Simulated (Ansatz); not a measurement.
A relaxation computed with Ansatz, from input to last step.

```yaml
crystal:
  lattice:
    - [4.6424623114, 0.0, 0.0]
    - [0.0, 4.6424623114, 0.0]
    - [0.0, 0.0, 2.9827879452]
  atoms:
    - { symbol: Ti, position: [0.0, 0.0, 0.0] }
    - { symbol: Ti, position: [0.5, 0.5, 0.5] }
    - { symbol: O, position: [0.3046314523, 0.3046314523, 0.0] }
    - { symbol: O, position: [0.1953685477, 0.8046314523, 0.5] }
    - { symbol: O, position: [0.6953685477, 0.6953685477, 0.0] }
    - { symbol: O, position: [0.8046314523, 0.1953685477, 0.5] }
basis:
  ecutwfc: 500
kpoints:
  mp_grid: { grid: [6, 6, 10] }
hamiltonian:
  xc: r2scan
scf:
  occupations: { method: gaussian, width: 0.02 }
output:
  forces: true
  stress: true
  eigenvalues: true
relax:
  adjacent_minimum: "off"
  f_tol: 0.01
  max_steps: 30
  cell: { stress_tol: 0.1, fix: [volume] }
```

```bash
ansatz run input.yaml --threads 1 --pin off --max-ram 2560MiB --backend cpu --events-out ev --progress --plain --runs-dir out
```

All numbers below come from DFT r2SCAN, scalar-relativistic, plane waves, PAW (Ansatz).

The volume is held at 1.03 times that of the relaxed cell.

Of 5 frames 4 are shown, positions in Å and forces in eV/Å; the SCF threshold varies from step to step. Steps run on the plane waves of an earlier cell, with a Pulay correction in the pressure. The basis is chosen afresh for the last frame, the zero of the energies, and at times for earlier ones too; energy and pressure step there, also at an unchanged geometry.

```xyz
6
Lattice="4.6425 0.0000 0.0000 0.0000 4.6425 0.0000 0.0000 0.0000 2.9828" Properties=species:S:1:pos:R:3:forces:R:3 pbc="T T T" step=1 free_energy_over_end_meV_per_atom=0.66 pressure_GPa=-7.00
Ti    0.0000    0.0000    0.0000    0.0000    0.0000    0.0000
Ti    2.3212    2.3212    1.4914    0.0000    0.0000    0.0000
O     1.4142    1.4142    0.0000    0.1007    0.1007    0.0000
O     0.9070    3.7355    1.4914   -0.1007    0.1007    0.0000
O     3.2282    3.2282    0.0000   -0.1007   -0.1007    0.0000
O     3.7355    0.9070    1.4914    0.1007   -0.1007    0.0000
6
Lattice="4.6466 0.0000 0.0000 0.0000 4.6466 0.0000 0.0000 0.0000 2.9774" Properties=species:S:1:pos:R:3:forces:R:3 pbc="T T T" step=2 free_energy_over_end_meV_per_atom=0.33 pressure_GPa=-6.80
Ti    0.0000    0.0000    0.0000    0.0000    0.0000    0.0000
Ti    2.3233    2.3233    1.4887    0.0000    0.0000    0.0000
O     1.4168    1.4168    0.0000    0.0790    0.0790    0.0000
O     0.9065    3.7401    1.4887   -0.0790    0.0790    0.0000
O     3.2299    3.2299    0.0000   -0.0790   -0.0790    0.0000
O     3.7401    0.9065    1.4887    0.0790   -0.0790    0.0000
6
Lattice="4.6525 0.0000 0.0000 0.0000 4.6525 0.0000 0.0000 0.0000 2.9700" Properties=species:S:1:pos:R:3:forces:R:3 pbc="T T T" step=3 free_energy_over_end_meV_per_atom=0.01 pressure_GPa=-6.24
Ti    0.0000    0.0000    0.0000    0.0000    0.0000    0.0000
Ti    2.3262    2.3262    1.4850    0.0000    0.0000    0.0000
O     1.4238    1.4238    0.0000   -0.0189   -0.0189    0.0000
O     0.9024    3.7500    1.4850    0.0189   -0.0189    0.0000
O     3.2286    3.2286    0.0000    0.0189    0.0189    0.0000
O     3.7500    0.9024    1.4850   -0.0189    0.0189    0.0000
6
Lattice="4.6540 0.0000 0.0000 0.0000 4.6540 0.0000 0.0000 0.0000 2.9680" Properties=species:S:1:pos:R:3:forces:R:3 pbc="T T T" step=5 free_energy_over_end_meV_per_atom=0.00 pressure_GPa=-6.28
Ti    0.0000    0.0000    0.0000    0.0000    0.0000    0.0000
Ti    2.3270    2.3270    1.4840    0.0000    0.0000    0.0000
O     1.4232    1.4232    0.0000    0.0025    0.0025    0.0000
O     0.9038    3.7502    1.4840   -0.0025    0.0025    0.0000
O     3.2308    3.2308    0.0000   -0.0025   -0.0025    0.0000
O     3.7502    0.9038    1.4840    0.0025   -0.0025    0.0000
```

Time: 3.4 min on 1 thread of AMD EPYC (Zen 3), with other jobs on the host, peak memory 0.57 GiB.